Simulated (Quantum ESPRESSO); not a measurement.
# AlMg3F7O: one run as intended and one with a planted mistake

Computed values, not a measurement. The program is pw.x of Quantum ESPRESSO 7.5 (plane-wave density functional theory). The cell is made up: 12 atoms on a fluorite lattice, with randomly drawn elements, strain and displacements, not relaxed. PseudoDojo standard norm-conserving files (v0.5 for PBE, v0.4.1 for LDA and PBEsol) set the functional; there is no spin polarisation, spin-orbit coupling or dispersion term, and the masses in the input are unused placeholders.

Intended input:

```
&control calculation='scf', pseudo_dir='./dojo.nc.sr.pbe.v0_5.standard.upf', outdir='./o', disk_io='medium', tprnfor=.true., tstress=.true. /
&system ibrav=0, nat=12, ntyp=4, nbnd=50, ecutwfc=84.00895049, nosym=.true., tot_charge=0,
 occupations='smearing', smearing='fd', degauss=0.0018374661
/
&electrons conv_thr=7.350e-09, electron_maxstep=60, /
ATOMIC_SPECIES
Al 1.0 Al.upf
F 1.0 F.upf
Mg 1.0 Mg.upf
O 1.0 O.upf
CELL_PARAMETERS angstrom
4.8981 0.0683 -0.0195
0.0683 5.0083 -0.0226
-0.0195 -0.0226 5.0039
ATOMIC_POSITIONS angstrom
Al -0.0447 -0.0994 -0.0667
Mg 0.0843 2.6059 2.6434
Mg 2.5898 0.044 2.243
Mg 2.5107 2.5546 -0.0785
F 1.456 1.1971 1.144
F 1.3327 1.3146 3.7836
F 1.3185 3.585 1.2003
F 1.1974 3.7254 3.8152
O 3.5077 1.2835 1.3511
F 3.7505 1.3292 3.6059
F 3.5654 3.7892 1.3629
F 3.6555 3.8083 3.5164
K_POINTS automatic
5 4 4 1 1 1
```

The log is shortened where brackets say so; the opening notice, blank lines, dates and the lines on written files are dropped, and the path of the files is cut. It prints rydbergs, bohrs and kilobars, and counts compression as positive stress. Where no state is partly filled, the Fermi energy that it prints is only some level between the filled and the empty states on the mesh, and need not lie in the true gap.

Log of the intended run:

```
     Program PWSCF v.7.5
     Parallel version (MPI & OpenMP), running on       1 processor cores
     Number of MPI processes:                 1
     Threads/MPI process:                     1
     [start-up lines left out]
     bravais-lattice index     =            0
     lattice parameter (alat)  =       9.2570  a.u.
     unit-cell volume          =     828.1809 (a.u.)^3
     number of atoms/cell      =           12
     number of atomic types    =            4
     number of electrons       =        88.00
     number of Kohn-Sham states=           50
     kinetic-energy cutoff     =      84.0090  Ry
     charge density cutoff     =     336.0358  Ry
     scf convergence threshold =      7.3E-09
     mixing beta               =       0.7000
     number of iterations used =            8  plain     mixing
     Exchange-correlation= PBE
                           (   1   4   3   4   0   0   0)
     [axes and pseudopotential details left out]
   Cartesian axes
     site n.     atom                  positions (alat units)
         1        Al     tau(   1) = (  -0.0091250  -0.0202914  -0.0136161  )
         2        Mg     tau(   2) = (   0.0172089   0.5319667   0.5396219  )
         3        Mg     tau(   3) = (   0.5286800   0.0089821   0.4578845  )
         4        Mg     tau(   4) = (   0.5125326   0.5214943  -0.0160249  )
         5        F      tau(   5) = (   0.2972269   0.2443752   0.2335354  )
         6        F      tau(   6) = (   0.2720565   0.2683616   0.7723816  )
         7        F      tau(   7) = (   0.2691577   0.7318395   0.2450284  )
         8        F      tau(   8) = (   0.2444364   0.7605007   0.7788324  )
         9        O      tau(   9) = (   0.7160595   0.2620128   0.2758127  )
        10        F      tau(  10) = (   0.7656246   0.2713420   0.7361060  )
        11        F      tau(  11) = (   0.7278384   0.7735248   0.2782215  )
        12        F      tau(  12) = (   0.7462313   0.7774238   0.7178356  )
     number of k points=    40  Fermi-Dirac smearing, width (Ry)=  0.0018
                       cart. coord. in units 2pi/alat
        k(    1) = (   0.0988076   0.1214714   0.1233036), wk =   0.0500000
        k(    2) = (   0.0997667   0.1225627   0.3680521), wk =   0.0500000
     [further k points left out]
     Dense  grid:    86099 G-vectors     FFT dimensions: (  60,  60,  60)
     Estimated max dynamical RAM per process >     130.04 MB
     Initial potential from superposition of free atoms
     starting charge      87.9951, renormalised to      88.0000
     Starting wfcs are   51 randomized atomic wfcs
     total cpu time spent up to now is        8.9 secs
     per-process dynamical memory:    74.6 Mb
     Self-consistent Calculation
     iteration #  1     ecut=    84.01 Ry     beta= 0.70
     Davidson diagonalization with overlap
     ethr =  1.00E-02,  avg # of iterations =  4.1
     total cpu time spent up to now is       34.7 secs
     total energy              =    -739.33486199 Ry
     estimated scf accuracy    <       2.18854721 Ry
     iteration #  2     ecut=    84.01 Ry     beta= 0.70
     Davidson diagonalization with overlap
     ethr =  2.49E-03,  avg # of iterations =  3.3
     total cpu time spent up to now is       57.9 secs
     total energy              =    -738.95314452 Ry
     estimated scf accuracy    <       6.02955288 Ry
     [iterations 3 to 10 left out]
     iteration # 11     ecut=    84.01 Ry     beta= 0.70
     Davidson diagonalization with overlap
     ethr =  5.69E-10,  avg # of iterations =  2.1
     total cpu time spent up to now is      239.5 secs
     total energy              =    -740.32560479 Ry
     estimated scf accuracy    <       0.00000001 Ry
     iteration # 12     ecut=    84.01 Ry     beta= 0.70
     Davidson diagonalization with overlap
     ethr =  1.30E-11,  avg # of iterations =  2.4
     total cpu time spent up to now is      269.0 secs
     End of self-consistent calculation
     [lines on levels left out]
     the Fermi energy is     8.1449 ev
!    total energy              =    -740.32560479 Ry
     estimated scf accuracy    <          8.7E-10 Ry
     smearing contrib. (-TS)   =      -0.00000000 Ry
     internal energy E=F+TS    =    -740.32560479 Ry
     The total energy is F=E-TS. E is the sum of the following terms:
     one-electron contribution =    -412.54591990 Ry
     hartree contribution      =     243.66077608 Ry
     xc contribution           =    -136.58046399 Ry
     ewald contribution        =    -434.85999699 Ry
     convergence has been achieved in  12 iterations
     Forces acting on atoms (cartesian axes, Ry/au):
     atom    1 type  1   force =    -0.02391279    0.10325419    0.06002622
     atom    2 type  3   force =    -0.02355787   -0.08751324   -0.08134998
     atom    3 type  3   force =    -0.07718569    0.03395988    0.07410554
     atom    4 type  3   force =     0.03159970   -0.06565580    0.04806015
     atom    5 type  2   force =    -0.16520497   -0.04686046   -0.01426032
     atom    6 type  2   force =    -0.03110339   -0.03183979   -0.02165355
     atom    7 type  2   force =    -0.07724693    0.04657215    0.00345034
     atom    8 type  2   force =    -0.03096507    0.06198738    0.02070970
     atom    9 type  4   force =     0.23729213    0.04211833   -0.16328083
     atom   10 type  2   force =     0.03816648   -0.02856701    0.08676804
     atom   11 type  2   force =     0.10490096   -0.05793566   -0.13655736
     atom   12 type  2   force =     0.01721744    0.03048003    0.12398204
     Total force =     0.489447     Total SCF correction =     0.000059
     Computing stress (Cartesian axis) and pressure
          total   stress  (Ry/bohr**3)                   (kbar)     P=       68.50
   0.00078973   0.00016453  -0.00001539          116.17       24.20       -2.26
   0.00016453   0.00026481  -0.00014513           24.20       38.96      -21.35
  -0.00001539  -0.00014513   0.00034238           -2.26      -21.35       50.37
     init_run     :      8.18s CPU      8.82s WALL (       1 calls)
     electrons    :    245.94s CPU    260.13s WALL (       1 calls)
     forces       :      6.45s CPU      6.52s WALL (       1 calls)
     stress       :     23.41s CPU     23.52s WALL (       1 calls)
     [timing details left out]
     PWSCF        :   4m44.23s CPU   4m59.86s WALL
     JOB DONE.
```

A second run has one planted mistake: the plane-wave cutoff is too low. The input lines that differ, file-writing options aside:

```
- &system ibrav=0, nat=12, ntyp=4, nbnd=50, ecutwfc=84.00895049, nosym=.true., tot_charge=0,
+ &system ibrav=0, nat=12, ntyp=4, nbnd=50, ecutwfc=53.36001580, nosym=.true., tot_charge=0,
```

Its log:

```
     Program PWSCF v.7.5
     Parallel version (MPI & OpenMP), running on       1 processor cores
     Number of MPI processes:                 1
     Threads/MPI process:                     1
     [start-up lines left out]
     bravais-lattice index     =            0
     lattice parameter (alat)  =       9.2570  a.u.
     unit-cell volume          =     828.1809 (a.u.)^3
     number of atoms/cell      =           12
     number of atomic types    =            4
     number of electrons       =        88.00
     number of Kohn-Sham states=           50
     kinetic-energy cutoff     =      53.3600  Ry
     charge density cutoff     =     213.4401  Ry
     scf convergence threshold =      7.3E-09
     mixing beta               =       0.7000
     number of iterations used =            8  plain     mixing
     Exchange-correlation= PBE
                           (   1   4   3   4   0   0   0)
     [axes and pseudopotential details left out]
   Cartesian axes
     site n.     atom                  positions (alat units)
         1        Al     tau(   1) = (  -0.0091250  -0.0202914  -0.0136161  )
         2        Mg     tau(   2) = (   0.0172089   0.5319667   0.5396219  )
         3        Mg     tau(   3) = (   0.5286800   0.0089821   0.4578845  )
         4        Mg     tau(   4) = (   0.5125326   0.5214943  -0.0160249  )
         5        F      tau(   5) = (   0.2972269   0.2443752   0.2335354  )
         6        F      tau(   6) = (   0.2720565   0.2683616   0.7723816  )
         7        F      tau(   7) = (   0.2691577   0.7318395   0.2450284  )
         8        F      tau(   8) = (   0.2444364   0.7605007   0.7788324  )
         9        O      tau(   9) = (   0.7160595   0.2620128   0.2758127  )
        10        F      tau(  10) = (   0.7656246   0.2713420   0.7361060  )
        11        F      tau(  11) = (   0.7278384   0.7735248   0.2782215  )
        12        F      tau(  12) = (   0.7462313   0.7774238   0.7178356  )
     number of k points=    40  Fermi-Dirac smearing, width (Ry)=  0.0018
                       cart. coord. in units 2pi/alat
        k(    1) = (   0.0988076   0.1214714   0.1233036), wk =   0.0500000
        k(    2) = (   0.0997667   0.1225627   0.3680521), wk =   0.0500000
     [further k points left out]
     Dense  grid:    43561 G-vectors     FFT dimensions: (  45,  45,  45)
     Estimated max dynamical RAM per process >      66.56 MB
     Check: negative core charge=   -0.000050
     Initial potential from superposition of free atoms
     starting charge      87.9951, renormalised to      88.0000
     Starting wfcs are   51 randomized atomic wfcs
     total cpu time spent up to now is        6.5 secs
     per-process dynamical memory:    40.8 Mb
     Self-consistent Calculation
     iteration #  1     ecut=    53.36 Ry     beta= 0.70
     Davidson diagonalization with overlap
     ethr =  1.00E-02,  avg # of iterations =  4.3
     total cpu time spent up to now is       29.6 secs
     total energy              =    -738.63444969 Ry
     estimated scf accuracy    <       2.03865571 Ry
     iteration #  2     ecut=    53.36 Ry     beta= 0.70
     Davidson diagonalization with overlap
     ethr =  2.32E-03,  avg # of iterations =  3.0
     total cpu time spent up to now is       49.0 secs
     total energy              =    -738.21402853 Ry
     estimated scf accuracy    <       5.72661229 Ry
     [iterations 3 to 9 left out]
     iteration # 10     ecut=    53.36 Ry     beta= 0.70
     Davidson diagonalization with overlap
     ethr =  1.51E-09,  avg # of iterations =  2.0
     total cpu time spent up to now is      181.3 secs
     total energy              =    -739.52410455 Ry
     estimated scf accuracy    <       0.00000038 Ry
     iteration # 11     ecut=    53.36 Ry     beta= 0.70
     Davidson diagonalization with overlap
     ethr =  4.30E-10,  avg # of iterations =  2.0
     total cpu time spent up to now is      194.6 secs
     End of self-consistent calculation
     [lines on levels left out]
     the Fermi energy is     8.1556 ev
!    total energy              =    -739.52410461 Ry
     estimated scf accuracy    <          3.4E-09 Ry
     smearing contrib. (-TS)   =      -0.00000000 Ry
     internal energy E=F+TS    =    -739.52410461 Ry
     The total energy is F=E-TS. E is the sum of the following terms:
     one-electron contribution =    -410.43590840 Ry
     hartree contribution      =     242.07194354 Ry
     xc contribution           =    -136.30014276 Ry
     ewald contribution        =    -434.85999699 Ry
     convergence has been achieved in  11 iterations
     Forces acting on atoms (cartesian axes, Ry/au):
     atom    1 type  1   force =    -0.02392168    0.10331192    0.06007572
     atom    2 type  3   force =    -0.02178816   -0.08983645   -0.08571692
     atom    3 type  3   force =    -0.07234856    0.03105363    0.07242939
     atom    4 type  3   force =     0.03657538   -0.06628297    0.04887070
     atom    5 type  2   force =    -0.16659557   -0.04685523   -0.01532391
     atom    6 type  2   force =    -0.03409642   -0.03368569   -0.02452846
     atom    7 type  2   force =    -0.07871469    0.05003896    0.00809074
     atom    8 type  2   force =    -0.02831865    0.06609929    0.02082545
     atom    9 type  4   force =     0.23463848    0.04125265   -0.16252002
     atom   10 type  2   force =     0.03682155   -0.02971129    0.08674503
     atom   11 type  2   force =     0.10353052   -0.05742941   -0.13355475
     atom   12 type  2   force =     0.01421780    0.03204458    0.12460703
     Total force =     0.489191     Total SCF correction =     0.000215
     Computing stress (Cartesian axis) and pressure
          total   stress  (Ry/bohr**3)                   (kbar)     P=     -818.50
  -0.00524417   0.00015119  -0.00001431         -771.44       22.24       -2.10
   0.00015119  -0.00575601  -0.00014501           22.24     -846.74      -21.33
  -0.00001431  -0.00014501  -0.00569189           -2.10      -21.33     -837.31
     init_run     :      5.97s CPU      6.43s WALL (       1 calls)
     electrons    :    179.37s CPU    188.09s WALL (       1 calls)
     forces       :      3.65s CPU      3.69s WALL (       1 calls)
     stress       :     13.68s CPU     13.76s WALL (       1 calls)
     [timing details left out]
     PWSCF        :   3m22.87s CPU   3m32.54s WALL
     JOB DONE.
```

|  | intended run | run with the mistake |
| --- | --- | --- |
| free energy (eV) | -10072.643 | -10061.738 |
| smearing term -TS (eV) | 0.0000 | 0.0000 |
| pressure (GPa) | 6.85 | -81.85 |
| largest force component (eV/Å) | 6.101 | 6.033 |
| largest change of a force component (eV/Å) |  | 0.128 |
| iterations | 12 | 11 |

For scale, a rerun of the intended cell at 1437 eV and a 7 x 6 x 6 mesh moved values by no more than 0.004 eV in energy, 0.03 GPa in stress and 0.005 eV/Å in force.